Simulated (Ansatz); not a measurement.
HfO2:
```xyz
3
Lattice="3.1972 0.0000 0.0000 -1.5986 2.7688 0.0000 0.0000 0.0000 4.5738" Properties=species:S:1:pos:R:3 pbc="T T T"
Hf     0.0000     0.0000     0.0000
O      0.0000     1.8459     0.9546
O      1.5986     0.9229     3.6192
```

Relaxed with LDA. Special points in fractions of this cell's reciprocal vectors: Γ (0.000, 0.000, 0.000); M (0.500, 0.000, 0.000); K (0.333, 0.333, 0.000); A (0.000, 0.000, 0.500); L (0.500, 0.000, 0.500); H (0.333, 0.333, 0.500).

Problem. List the band energies nearest the valence-band maximum at these points for LDA in the plane-wave PAW code Ansatz.

Solution. In eV from the valence-band maximum; about four levels below and three above (degenerate sets whole), none deeper than 8.9 eV; points with the same levels are listed once.

```
k                          below           above
-  -----------------------------  --------------
Γ  -3.96 -3.96 -0.28 -0.28 -0.10  5.10 5.10 5.18
M        -1.75 -1.70 -1.15 -0.94  4.47 5.82 7.20
K  -3.03 -3.03 -1.45 -1.45 -0.59  4.42 6.30 6.30
A        -3.06 -1.50 -0.36 -0.36  4.99 4.99 6.23
L        -2.25 -1.37 -0.98 -0.20  4.96 6.23 7.17
H        -3.01 -1.15 -1.15 -0.97  5.40 6.51 6.51
```

Space group P-3m1 (CdI2 type). A made-up cell: these elements were put on the sites of a structure type; neither database checked (COD, Materials Project) lists it. It is not the phase usual at ambient conditions (space group No. 14, 29). Symmetry was held in the LDA relaxation; whether a distortion lowers the energy is not shown. The run is not spin-polarised. A crystal of weakly bound layers computed without a dispersion correction: the cell and the soft elastic constants depend strongly on that. Scalar-relativistic: spin–orbit coupling is off unless named, which matters more the heavier the elements.

Potentials: the earlier of the program's two PAW sets. The files were generated under PBE; for other functionals the program regenerates the frozen cores, and for LDA and PBEsol the local potential too.
